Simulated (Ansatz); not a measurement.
Ni (hcp, Mg type)

```xyz
2
Lattice="2.4460 0.0000 0.0000 -1.2230 2.1183 0.0000 0.0000 0.0000 4.0695" Properties=species:S:1:pos:R:3 pbc="T T T"
Ni     0.0000     1.4122     1.0174
Ni     1.2230     0.7061     3.0521
```

Two coordinates are scanned: the volume, and the ratio of the stretch along z (the conventional c axis) to the stretch across it. Atoms keep their fractional coordinates.

These are r2SCAN (plane waves to 500 eV, PAW, scalar-relativistic; Ansatz, a first-principles code) values and carry that method's errors. k mesh 22×22×12 (Γ-centred), Fermi-Dirac smearing 0.05 eV. Energies are smeared free energies. With partly filled bands, the response to shear is sensitive to the k mesh, so small differences along c/a are uncertain. Ni was relaxed with its symmetry unable to fall. Relaxed Ni ends ferromagnetic. This is one of several known forms of Ni; the measured ambient cells at hand have space group No. 225. Other magnetic orders were not checked, so this need not be the ground state. ΔE is measured from the relaxed starting cell.

**Question.** What ΔE (eV/atom) does the calculation give at all points of the grid V/V₀ = 0.920, 0.960, 1.000, 1.040, 1.080 by (c/a)/(c/a)₀ = 0.880, 0.940, 1.000, 1.060, 1.120?

**Answer.** ΔE (eV/atom), with V/V₀ across and (c/a)/(c/a)₀ down:

```
(c/a)/(c/a)₀ \ V/V₀  0.920  0.960  1.000  1.040  1.080
-------------------  -----  -----  -----  -----  -----
0.880                0.131  0.082  0.063  0.068  0.092
0.940                0.070  0.028  0.015  0.025  0.054
1.000                0.053  0.012  0.000  0.010  0.038
1.060                0.082  0.037  0.021  0.028  0.054
1.120                0.164  0.109  0.084  0.083  0.102
```

(Under strain, the slope of the energy per volume gives the stress and its curvature an elastic modulus.)
